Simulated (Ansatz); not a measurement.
AlZnInO4:
```cif
data_AlInO4Zn
_chemical_formula_sum 'In1 Al1 Zn1 O4'
_space_group_name_H-M_alt 'P 1'
_space_group_IT_number 1
_cell_length_a 8.74290
_cell_length_b 8.74290
_cell_length_c 8.74290
_cell_angle_alpha 21.466
_cell_angle_beta 21.466
_cell_angle_gamma 21.466
loop_
_space_group_symop_operation_xyz
  'x, y, z'
loop_
_atom_site_label
_atom_site_type_symbol
_atom_site_fract_x
_atom_site_fract_y
_atom_site_fract_z
_atom_site_occupancy
In1 In 0.99570 0.99570 0.99570 1
Al1 Al 0.21280 0.21280 0.21280 1
Zn1 Zn 0.78163 0.78163 0.78163 1
O1 O 0.13917 0.13917 0.13917 1
O2 O 0.87950 0.87950 0.87950 1
O3 O 0.28616 0.28616 0.28616 1
O4 O 0.70503 0.70503 0.70503 1
```

Relaxed with PBEsol.

### Question
Give the optical modes at the zone centre with their infrared activity from DFPT, plane-wave PAW PBEsol (Ansatz code).

### Answer
Transverse frequencies, without the LO–TO term; a row sums one degenerate level.

```tsv
ω (cm⁻¹)	degeneracy	IR ((D/Å)²/amu)	activity	symmetry
93	2	0.02	IR	E
186	2	0.42	IR	E
221	1	1.09	IR	A1
236	1	6.06	IR	A1
348	2	13.32	IR	E
388	2	17.56	IR	E
437	2	18.27	IR	E
470	1	26.08	IR	A1
540	1	2.27	IR	A1
562	2	17.67	IR	E
618	1	0.00	IR-inactive	A1
674	1	4.37	IR	A1
```

### Question
How high does the top mode go among those that the LO–TO term moves?

### Answer
669 cm⁻¹ for q along x, 669 cm⁻¹ for q along y, 742 cm⁻¹ for q along z.

Space group R3m. The cell is a constructed one: a structure type filled with these elements; neither database checked (COD, Materials Project) lists it. Whether it is the stable phase at ambient conditions was not checked. Symmetry was held in the PBEsol relaxation; whether a distortion lowers the energy is not shown.

Potentials: the earlier of the program's two PAW sets. The files were generated under PBE; for other functionals the program regenerates the frozen cores, and for LDA and PBEsol the local potential too.
